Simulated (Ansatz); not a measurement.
One crystal and one scan (frozen-phonon scan) at two levels, PBE (plane waves to 420 eV, PAW, scalar-relativistic; Ansatz, a first-principles code) and r2SCAN (plane waves to 500 eV, PAW, scalar-relativistic; Ansatz), each from its own relaxed cell and on its own mesh. The cell shown is that of PBE.

Pd (fcc, Cu type)

```xyz
2
Lattice="0.0000 3.9426 3.9426 1.9713 0.0000 1.9713 1.9713 1.9713 0.0000" Properties=species:S:1:pos:R:3 pbc="T T T"
Pd     0.0000     0.0000     0.0000
Pd     1.9713     3.9426     1.9713
```

A phonon eigenvector at L = (0.5, 0.0, 0.0) is frozen into this cell: atom i moves by Q times the vector below, so Q is the largest atomic displacement, in Å. The cell is held. (q is in reciprocal vectors of the primitive cell; the cell shown is doubled to hold the pattern.)

| atom | x | y | z |
|---|---|---|---|
| Pd1 | -0.577 | 0.577 | 0.577 |
| Pd2 | 0.577 | -0.577 | -0.577 |

Pd is run without spin polarisation. Pd was relaxed with its symmetry unable to fall. The PAW data are Ansatz's earlier set. With partly filled bands, energies and forces of such displacements shift with the k mesh and the smearing. Both scans cover Q from -0.100 to 0.100 Å.

ΔE (meV/cell), each from the undisplaced structure of its own level:

```tsv
Q (Å)	PBE	r2SCAN
-0.100	187	200
-0.083	129	138
-0.067	82	withheld
-0.050	46	49
-0.033	20	22
-0.017	5	5
0.000	0	0
0.017	5	5
0.033	20	22
0.050	46	49
0.067	82	withheld
0.083	129	138
0.100	187	200
```

Question: Estimate the r2SCAN value at -0.067 from the PBE value there and the ratio of the two levels in the two nearest given rows on that side of the minimum.

Answer: At -0.083 and -0.050 the ratio r2SCAN/PBE averages 1.067, which gives 1.067 × 82 = 87 meV/cell. The calculation gives 88 meV/cell, +7.3 % against PBE.

(For displaced atoms, the force is minus the slope of the energy, and its curvature is a force constant, which sets phonon frequencies.)
